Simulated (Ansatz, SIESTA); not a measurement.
# Cd3Se: programs and potentials compared

```
Cd Se
1.0
    -2.04095    2.04095    6.08708
     2.04095   -2.04095    6.08708
     2.04095    2.04095   -6.08708
Cd Se
3 1
Direct
  0.50000 0.50000 0.00000
  0.25000 0.75000 0.50000
  0.75000 0.25000 0.50000
  0.00000 0.00000 0.00000
```

The cell comes from a database or a generator and needn't be the stable form of this composition.

Alike in all runs: task band structure; functional PBE; k mesh 9 × 9 × 9; occupations fermi-dirac, width 0.05 eV; no spin polarisation; no spin-orbit coupling. Pressure is positive in compression and, in plane waves, holds the error of the finite cutoff, which Ansatz's Pulay term estimates and takes out.

| program and potentials | plane-wave cutoff (eV) | notes | pressure (GPa) |
| --- | --- | --- | --- |
| Ansatz, Ansatz PAW | 420 | Pulay term of +0.05 GPa included | -0.51 |
| SIESTA, files PseudoDojo sr-pbe-0.4.1-standard, DZP (energy shift 0.003 Ry; two zetas on semicore shells) | - | atomic basis | -1.35 |
| Ansatz, all-electron LAPW, scalar-relativistic | - | - | ? |

Question: Estimate from the other rows what the run with Ansatz, all-electron LAPW, scalar-relativistic gave.

Answer: Pressure -0.50 GPa. The other rows, which needn't bracket it: pressure -1.35 to -0.51.
